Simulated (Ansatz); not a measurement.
The start is a relaxed ZrO2 cell shaken by Gaussian noise of σ = 0.08 Å a coordinate. The cell and all atomic positions are relaxed at zero pressure with PBE (plane waves to 420 eV, PAW, scalar-relativistic; Ansatz, an electronic-structure program). First-step values are on the input's coarse k-mesh.

Ansatz input (later rounds restart from its end on a renewed k-mesh):
Ansatz 0.2 input:
```yaml
crystal:
  lattice:
    - [5.3237999301, 0, 0]
    - [0, 5.0979257874, 0]
    - [0, 0, 5.1278224768]
  atoms:
    - { symbol: Zr, position: [0.0128903779, 0.2599134366, 0.2644225514] }
    - { symbol: Zr, position: [0.9749649605, 0.7248155239, 0.7837745858] }
    - { symbol: Zr, position: [0.5363645906, 0.735614176, 0.2263663475] }
    - { symbol: Zr, position: [0.4517644884, 0.26741803, 0.7563041678] }
    - { symbol: O, position: [0.3687711193, 0.0636945238, 0.1037440106] }
    - { symbol: O, position: [0.6036125589, 0.9033570899, 0.6283780501] }
    - { symbol: O, position: [0.8798641996, 0.9492830895, 0.1093300752] }
    - { symbol: O, position: [0.1302265383, 0.0583999967, 0.6254848629] }
    - { symbol: O, position: [0.2237567732, 0.5555089704, -0.0109538616] }
    - { symbol: O, position: [0.7629576897, 0.4514570634, 0.4915852149] }
    - { symbol: O, position: [0.7110361388, 0.4472668533, 0.0109053297] }
    - { symbol: O, position: [0.2871072206, 0.5613934892, 0.4938708916] }
basis: { ecutwfc: 420, ecutrho_ratio: 4, xc_grid: 2, fft_grid_basis: typed }
kpoints: { mp_grid: { grid: [4, 4, 4] } }
hamiltonian:
  xc: pbe
  dispersion: none
  pseudopotentials: { kind: paw }
scf: { occupations: { method: fermi_dirac, width: 0.05 } }
relax: { f_tol: 0.01, max_steps: 100, cell: { stress_tol: 0.02 } }
output: { forces: true, stress: true }
```

| Item | Value |
|---|---|
| Largest initial force | 4.87 eV/Å, on Zr2 (atoms numbered as listed) |
| Energy released | 0.13 eV/atom |
| Shortest distances (start → end) | The closest pairs of elements (up to four, under 3.6 Å), start → end: O–Zr 1.90 → 2.04 Å; O–O 2.48 → 2.56 Å; Zr–Zr 3.26 → 3.47 Å |
| Band gap at the end | 3.86 eV, indirect (valence top at Γ, conduction bottom at k = (0.2, 0.4, 0.4)) (no spin-orbit coupling) |
| Optimiser moves | 6 |

Relaxed structure:

Space group Pca2₁ (No. 29); a = 5.3240 Å, b = 5.0982 Å, c = 5.1280 Å, α = β = γ = 90.00°

| atom | site | symmetry | x | y | z |
|---|---|---|---|---|---|
| Zr | 4a | 1 | 0.0306 | 0.2342 | 0.2549 |
| O | 4a | 1 | 0.3644 | 0.4350 | 0.1095 |
| O | 4a | 1 | 0.7260 | 0.0346 | 0.0064 |

Final values are on a 5×5×5 k-mesh of the relaxed cell. No spin polarisation in the result.

The first start was generated by placing the elements on the sites of a structure type. A measured structure of ZrO2 has the same space group, Pca2₁ (No. 29); the sites were not compared with it. Another known form has space group No. 14.
